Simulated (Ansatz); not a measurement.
CsGdS2, first-principles data

CsGdS₂:
```xyz
4
Lattice="2.0671 1.1934 8.0678 -2.0671 1.1934 8.0678 0.0000 -2.3869 8.0678" Properties=species:S:1:pos:R:3 pbc="T T T"
Cs     0.0000     0.0000     0.0000
Gd     0.0000     0.0000    12.1017
S      0.0000     0.0000    18.6939
S      0.0000     0.0000     5.5094
```
The run is spin-polarised; directions of the spins, atom by atom: 0 ↑ 0 0.

Space group R-3m (No. 166); conventional cell a = b = 4.1341 Å, c = 24.2033 Å, α = β = 90.00°, γ = 120.00°.

Method: plane-wave PAW r²SCAN (Ansatz code). Geometry: relaxed at this level of theory. Other levels are named where they apply.

Cell and energy:

```
Property                                                       Value
-----------------------------------------------------  -------------
Volume per atom                                             29.85 Å³
Density                                                   4.93 g/cm³
Formation energy from the elements (no fitted shifts)  -2.11 eV/atom
```

Electronic structure:

```
Item                                                                         Result
--------------------------------------------  -------------------------------------
Band gap                                                         2.25 eV (indirect)
Valence-band maximum                                                           at Γ
Conduction-band minimum                                 at F (3 equivalent valleys)
Smallest direct gap on the standard path                                    2.81 eV
Electron effective mass                       0.30, 0.47, 1.4 mₑ (principal values)
Hole effective mass, band 1 of 2 at the edge         0.83 along x, 2.8 along z (mₑ)
Hole effective mass, band 2 of 2 at the edge         0.26 along x, 2.8 along z (mₑ)
```

Magnetism:

```
Item                      Result
--------------  ----------------
Magnetic order     ferromagnetic
Net moment      1.75 μB per atom
```

Mechanics:

```
Quantity                               Value
----------------------------------  --------
Bulk modulus (Birch–Murnaghan fit)  43.7 GPa
Pressure derivative B′                   4.3
```

Charges:

```
Item                                  Result
-------------  -----------------------------
Bader charges  Cs +0.79, Gd +1.95, S -1.37 e
```

The first step of the workflow began from a Materials Project structure, measured or hypothetical; the Crystallography Open Database files this formula in space group No. 166, but the cells were not matched. Whether it is the stable phase at ambient conditions was not checked. The r²SCAN relaxation kept the symmetry of its start; its stability against distortions is not shown here. Magnetic state: ferromagnetic, chosen from 4 collinear starts compared on coarse meshes (ties went to the first, and starts can fall back to one state), not a proven ground state. Caveat: open 4f shells can settle in a state that is not the lowest. Other orbital occupations within this spin state were not tried. No Hubbard U is applied. The references are the lowest solids computed at this level, not always the standard phases. Spin–orbit coupling is left out wherever it is not named.

Potentials: the later of the program's two PAW sets.
